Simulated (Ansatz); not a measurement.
**FeCO$_{3}$ in Ansatz, settings compared**

input.yaml:

```yaml
crystal:
  lattice:
    - [2.33911129, 1.35048716, 5.07058963]
    - [-2.33911129, 1.35048716, 5.07058963]
    - [0.0, -2.70097432, 5.07058963]
  atoms:
    - { symbol: Fe, position: [0.0, 0.0, 0.0] }
    - { symbol: Fe, position: [0.5, 0.5, 0.5] }
    - { symbol: C, position: [0.25, 0.25, 0.25] }
    - { symbol: C, position: [0.75, 0.75, 0.75] }
    - { symbol: O, position: [0.525, 0.975, 0.25] }
    - { symbol: O, position: [0.25, 0.525, 0.975] }
    - { symbol: O, position: [0.975, 0.25, 0.525] }
    - { symbol: O, position: [0.475, 0.025, 0.75] }
    - { symbol: O, position: [0.75, 0.475, 0.025] }
    - { symbol: O, position: [0.025, 0.75, 0.475] }
  symmetry: { tolerance: 0.0003 }
kpoints:
  mp_grid: { grid: [5, 5, 5], shift: [0, 0, 0] }
magnetization:
  spin_polarized: false
scf:
  occupations: { method: fermi_dirac }
hamiltonian:
  pseudopotentials: { kind: paw }
  xc: r2scan
basis:
  ecutwfc: 500
output:
  forces: true
  stress: true
  eigenvalues: true
  write_density: true
  write_potential: true
  elf: true
  volumetric_format: npy
```

Launch command:

```bash
ansatz run input.yaml --threads 1 --pin off --max-ram 2560MiB --backend cpu --events-out ev --progress --plain --runs-dir out
```

Origin of the cell: a database entry, scaled a little.

The smearing width isn't typed, so it takes its default of 0.1 eV.

Output of this run (shortened):

```
Warning: crystal.lattice misses the space group found at crystal.symmetry.tolerance 3.0e-4 in a digit that the deck types, which is why this is a warning: making the lattice exact moves one o […]
Pseudopotentials: kind: paw
Pseudopotential: Fe, paw, valence charge 16, recommended cutoff 500 eV (meta_gga), Fe.paw.azcp
Pseudopotential: C, paw, valence charge 4, recommended cutoff 500 eV (meta_gga), C.paw.azcp
Pseudopotential: O, paw, valence charge 6, recommended cutoff 500 eV (meta_gga), O.paw.azcp
Functional definition: r2SCAN
  exchange = r2scan_x(k0 = k0, k1 = k1, a1 = a1)
  correlation = r2scan_c
Crystal: 10 atoms, lattice volume = 96.106 Å³
Basis set: ecut = 500 eV, 2443 PW (Γ), exchange–correlation on 180×180×180 points (64 copies of the dense FFT grid, shifted against one another)
Bands: 48, of which v1, the nominal top of the filled ones, is band 38 counted from 1 (37 counted from 0)
[… 12 lines left out …]
Initial density: superposition of atomic densities (neutral atoms: chi_scale 0, normalization atom), corrected by the library's trained network
Functional: x = r2scan, c = r2scan; τ floored in thin density (d = 2e-4 eV/Å³)
SCF iter   1: F=—  HF=-12882.011310 eV  Δρ=2.13e-2  dr2=2.14e-1  dr2_τ=1.19e0  defer=2
SCF iter   2: F=—  HF=-12882.331221 eV  Δρ=1.22e-2  dr2=4.10e-2  dr2_τ=8.32e-3  defer=30
SCF iter   3: F=—  HF=-12882.341209 eV  Δρ=5.59e-3  dr2=1.40e-2  dr2_τ=1.42e-3  defer=30
SCF iter   4: F=—  HF=-12882.341984 eV  Δρ=1.42e-3  dr2=7.93e-4  dr2_τ=1.61e-4  defer=30
SCF iter   5: F=—  HF=-12882.342104 eV  Δρ=2.71e-4  dr2=4.25e-5  dr2_τ=1.14e-5  defer=30
SCF iter   6: F=—  HF=-12882.342034 eV  Δρ=9.14e-5  dr2=3.99e-6  dr2_τ=6.88e-7  defer=30
SCF iter   7: F=—  HF=-12882.342038 eV  Δρ=2.23e-5  dr2=1.57e-7  dr2_τ=1.52e-8  defer=30
SCF iter   8: F=-12882.342038 eV  HF=-12882.342038 eV  Δρ=7.49e-6  dr2=1.57e-8  dr2_τ=1.22e-9
SCF 1 converged in 8 iterations: F = -12882.342038 eV  dr2 = 1.57e-8
SCF converged after 8 iterations
Free energy (F): -12882.342038 eV
Harris-Foulkes:  -12882.342038 eV  (|F-HF|=3.19e-9)
Internal energy: -12882.341299 eV  (E = F + TS)
E sigma→0 (E₀):  -12882.341669 eV
Entropy (-TS):   -0.000739 eV (-0.074 meV/atom)
Fermi energy:    9.227205 eV
--- Per-component energies (eV) ---
  E_band       = -876.106437
  E_kinetic    = 1921.008942
  E_local      = -7943.591181  (includes V_loc(G=0)·N_el)
  E_nonlocal   = 798.507115
  E_hartree    = 3120.353378
  E_xc         = -748.070715
  E_vxc        = -1081.991439  (∫ρ·V_xc dr)
  E_paw        = -3924.524893  (= ΣΔE_a)
  E_vpaw       = -882.164255  (= ΣTr[D̂ρ^β])
  E_aug_tail   = 0.006960  (compensation charges beyond the density's cutoff)
  E_vtau       = 71.411229  (kinetic-family band-sum trace: ∫τ·v_τ [+ j·A + Jᵃ·Aᵃ] dr)
  E_ewald      = -6105.210761
  E_core_change = -0.820143  (= ΣΔE_core)
  E_smearing   = -0.000739  (= −TS)
  Σ components = -12882.342038   (vs F -12882.342038, Δ=0.00e0)
--- Forces (eV/Å), atoms counted from 1 ---
  atom   1  Fe     0.000000     0.000000    -0.000000
[… 4 lines left out …]
  atom   6  O     -0.379304     0.656973     0.000000
  atom   7  O     -0.379304    -0.656973    -0.000000
  atom   8  O     -0.758607    -0.000000    -0.000000
  atom   9  O      0.379304    -0.656973    -0.000000
  atom  10  O      0.379304     0.656973     0.000000
  max |Σ_I F_I| component: 5.55e-17 eV/Å
--- Stress (GPa, compression-positive) ---
      -13.887878       0.000000      -0.000000
        0.000000     -13.887878      -0.000000
        0.000000      -0.000000     -16.838682
  P = ⅓ Tr σ = -14.8715 GPa (-148.715 kbar)
```

The same input was run again with these changes:

1. `scf.mixing.preconditioner` default → local_kerker; `hamiltonian.pseudopotentials` { kind: paw } → { kind: paw, source: jth }
2. `accuracy` default → low; `kpoints.mp_grid.shift` [0, 0, 0] → [0.5, 0.5, 0.5]; `kpoints.mp_grid.grid` [5, 5, 5] → [2, 2, 2]
3. `scf.algorithm` default → direct_min; `basis.ecutwfc` 500 → "350 eV"; `kpoints.mp_grid.grid` [5, 5, 5] → [3, 3, 3]
4. `hamiltonian.hubbard` default → { sites: [{ species: Fe, l: d, u_eff: 2.0 }], double_counting: fll }; `scf.initial_density.chi_scale` default → 0.3

```json
{"run": "base", "end": "converged", "SCF iterations": "8", "P (GPa)": "-14.87", "max force component (eV/Å)": "0.759", "gap on mesh (eV)": "1.70", "moment (μB)": "–", "ΔE(σ→0) (meV/atom)": "0"}
{"run": "1", "end": "converged", "SCF iterations": "10", "P (GPa)": "-14.86", "max force component (eV/Å)": "0.807", "gap on mesh (eV)": "1.70", "moment (μB)": "–", "ΔE(σ→0) (meV/atom)": "–"}
{"run": "2", "end": "converged", "SCF iterations": "8", "P (GPa)": "-14.96", "max force component (eV/Å)": "0.752", "gap on mesh (eV)": "1.77", "moment (μB)": "–", "ΔE(σ→0) (meV/atom)": "-0.04"}
{"run": "3", "end": "converged", "SCF iterations": "7", "P (GPa)": "-14.25", "max force component (eV/Å)": "0.817", "gap on mesh (eV)": "1.72", "moment (μB)": "–", "ΔE(σ→0) (meV/atom)": "57.41"}
{"run": "4", "end": "converged", "SCF iterations": "12", "P (GPa)": "-13.15", "max force component (eV/Å)": "0.596", "gap on mesh (eV)": "3.15", "moment (μB)": "–", "ΔE(σ→0) (meV/atom)": "–"}
```

Energies are compared only where functional, datasets, charge and starting cell are the same.

Not properties of the system: run 3 (too coarse or loose: `basis.ecutwfc` = "350 eV", `kpoints.mp_grid.grid` = [3, 3, 3]).

Run 1: the cutoff lies below the datasets' advice.
Run 3: the cutoff lies below the datasets' advice.

The base run took 31 s on 1 thread of Arm Neoverse N1, with other jobs on the host, peak memory 0.79 GiB, from the program's own first density.
